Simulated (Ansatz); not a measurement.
Geometry optimisation in Ansatz: input, command and trajectory.

```yaml
crystal:
  lattice:
    - [3.7316854615, 0.0, 0.0]
    - [0.0, 3.7316854615, 0.0]
    - [0.0, 0.0, 4.9953597114]
  atoms:
    - { symbol: Sn, position: [0.0, 0.5, 0.2323921714] }
    - { symbol: Sn, position: [0.5, 0.0, 0.7676078286] }
    - { symbol: O, position: [0.5, 0.5, 0.0] }
    - { symbol: O, position: [0.0, 0.0, 0.0] }
basis:
  ecutwfc: 500
kpoints:
  mp_grid: { grid: [10, 10, 8] }
hamiltonian:
  xc: r2scan
scf:
  occupations: { method: gaussian, width: 0.01 }
output:
  forces: true
  stress: true
  eigenvalues: true
  write_density: true
  write_potential: true
  elf: true
  volumetric_format: npy
relax:
  adjacent_minimum: "off"
  f_tol: 0.008
  max_steps: 40
  cell: { stress_tol: 0.015, fix: [a, b, gamma] }
```

```bash
ansatz run input.yaml --threads 1 --pin off --max-ram 2560MiB --backend cpu --events-out ev --progress --plain --runs-dir out
```

The calculation used DFT r2SCAN, scalar-relativistic, plane waves, PAW (Ansatz).

Of 6 frames 5 are shown, positions in Å and forces in eV/Å; the SCF threshold varies from step to step. Steps run on the plane waves of an earlier cell, with a Pulay correction in the pressure. The basis is chosen afresh for the last frame, the zero of the energies, and at times for earlier ones too; energy and pressure step there, also at an unchanged geometry.

```xyz
4
Lattice="3.7317 0.0000 0.0000 0.0000 3.7317 0.0000 0.0000 0.0000 4.9954" Properties=species:S:1:pos:R:3:forces:R:3 pbc="T T T" step=1 free_energy_over_end_meV_per_atom=0.75 pressure_GPa=3.57
Sn    0.0000    1.8658    1.1609    0.0000    0.0000    0.2364
Sn    1.8658    0.0000    3.8345    0.0000    0.0000   -0.2364
O     1.8658    1.8658    0.0000    0.0000    0.0000    0.0000
O     0.0000    0.0000    0.0000    0.0000    0.0000    0.0000
4
Lattice="3.7317 0.0000 0.0000 0.0000 3.7317 0.0000 0.0000 0.0000 5.0049" Properties=species:S:1:pos:R:3:forces:R:3 pbc="T T T" step=2 free_energy_over_end_meV_per_atom=0.40 pressure_GPa=2.22
Sn    0.0000    1.8658    1.1796    0.0000    0.0000   -0.1642
Sn    1.8658    0.0000    3.8253    0.0000    0.0000    0.1642
O     1.8658    1.8658    0.0000    0.0000    0.0000    0.0000
O     0.0000    0.0000    0.0000    0.0000    0.0000    0.0000
4
Lattice="3.7317 0.0000 0.0000 0.0000 3.7317 0.0000 0.0000 0.0000 5.0234" Properties=species:S:1:pos:R:3:forces:R:3 pbc="T T T" step=3 free_energy_over_end_meV_per_atom=0.05 pressure_GPa=2.68
Sn    0.0000    1.8658    1.1726    0.0000    0.0000   -0.0026
Sn    1.8658    0.0000    3.8508    0.0000    0.0000    0.0026
O     1.8658    1.8658    0.0000    0.0000    0.0000    0.0000
O     0.0000    0.0000    0.0000    0.0000    0.0000    0.0000
4
Lattice="3.7317 0.0000 0.0000 0.0000 3.7317 0.0000 0.0000 0.0000 5.0360" Properties=species:S:1:pos:R:3:forces:R:3 pbc="T T T" step=4 free_energy_over_end_meV_per_atom=0.04 pressure_GPa=2.65
Sn    0.0000    1.8658    1.1727    0.0000    0.0000    0.0045
Sn    1.8658    0.0000    3.8633    0.0000    0.0000   -0.0045
O     1.8658    1.8658    0.0000    0.0000    0.0000    0.0000
O     0.0000    0.0000    0.0000    0.0000    0.0000    0.0000
4
Lattice="3.7317 0.0000 0.0000 0.0000 3.7317 0.0000 0.0000 0.0000 5.0442" Properties=species:S:1:pos:R:3:forces:R:3 pbc="T T T" step=6 free_energy_over_end_meV_per_atom=0.00 pressure_GPa=2.61
Sn    0.0000    1.8658    1.1730    0.0000    0.0000    0.0009
Sn    1.8658    0.0000    3.8712    0.0000    0.0000   -0.0009
O     1.8658    1.8658    0.0000    0.0000    0.0000    0.0000
O     0.0000    0.0000    0.0000    0.0000    0.0000    0.0000
```

It took 99 s on 1 thread of Intel(R) Xeon(R) Platinum 8488C (Sapphire Rapids) (shared host), peak memory 0.67 GiB.